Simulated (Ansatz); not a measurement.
Si:
```
CELL_PARAMETERS angstrom
      0.00000     7.34386     7.34386
      7.34386     0.00000     7.34386
      7.34386     7.34386     0.00000
ATOMIC_POSITIONS crystal
  Si 0.50000 0.50000 0.50000
  Si 0.75000 0.75000 0.75000
  Si 0.38949 0.38949 0.38949
  Si 0.41847 0.86051 0.86051
  Si 0.38949 0.38949 0.83153
  Si 0.86051 0.41847 0.86051
  Si 0.83153 0.38949 0.38949
  Si 0.86051 0.86051 0.86051
  Si 0.38949 0.83153 0.38949
  Si 0.86051 0.86051 0.41847
  Si 0.36435 0.75324 0.75324
  Si 0.12083 0.49676 0.88565
  Si 0.75324 0.36435 0.12917
  Si 0.49676 0.12083 0.49676
  Si 0.12917 0.75324 0.75324
  Si 0.49676 0.88565 0.49676
  Si 0.75324 0.12917 0.36435
  Si 0.88565 0.49676 0.12083
  Si 0.75324 0.36435 0.75324
  Si 0.88565 0.12083 0.49676
  Si 0.12917 0.75324 0.36435
  Si 0.49676 0.49676 0.12083
  Si 0.75324 0.12917 0.75324
  Si 0.49676 0.49676 0.88565
  Si 0.36435 0.75324 0.12917
  Si 0.12083 0.88565 0.49676
  Si 0.75324 0.75324 0.36435
  Si 0.49676 0.88565 0.12083
  Si 0.36435 0.12917 0.75324
  Si 0.12083 0.49676 0.49676
  Si 0.75324 0.75324 0.12917
  Si 0.88565 0.49676 0.49676
  Si 0.12917 0.36435 0.75324
  Si 0.49676 0.12083 0.88565
```

Relaxed with r²SCAN. Special points in fractions of this cell's reciprocal vectors: Γ (0.000, 0.000, 0.000); X (0.500, 0.000, 0.500); U (0.625, 0.250, 0.625); K (0.375, 0.375, 0.750); L (0.500, 0.500, 0.500); W (0.500, 0.250, 0.750).

### Question
List the band energies nearest the valence-band maximum at these points for the program Ansatz at the r²SCAN level (PAW).

### Answer
In eV from the valence-band maximum; about four levels below and three above (degenerate sets whole), none deeper than 8.9 eV; points with the same levels are listed once.

```csv
k,below,above
Γ,-0.59 -0.59 -0.59 0.00 0.00 0.00,1.46 1.50 1.50 1.50
X,-0.47 -0.47 -0.37 -0.37,0.79 0.79 1.40 1.40
U,-0.56 -0.56 -0.47 -0.36,0.92 1.08 1.30
L,-0.47 -0.47 -0.43 -0.43 -0.35,0.79 0.92 1.22
W,-0.58 -0.58 -0.57 -0.57,1.09 1.09 1.39 1.39
```

Space group Fd-3m. The workflow started from a Materials Project entry (that database holds measured and hypothetical structures alike). Its sites differ from those of the usual phase in this space group: another stacking or structure type. The cell was relaxed with r²SCAN under the symmetry of its start; its stability against distortions is not shown here.

Potentials: the earlier of the program's two PAW sets.
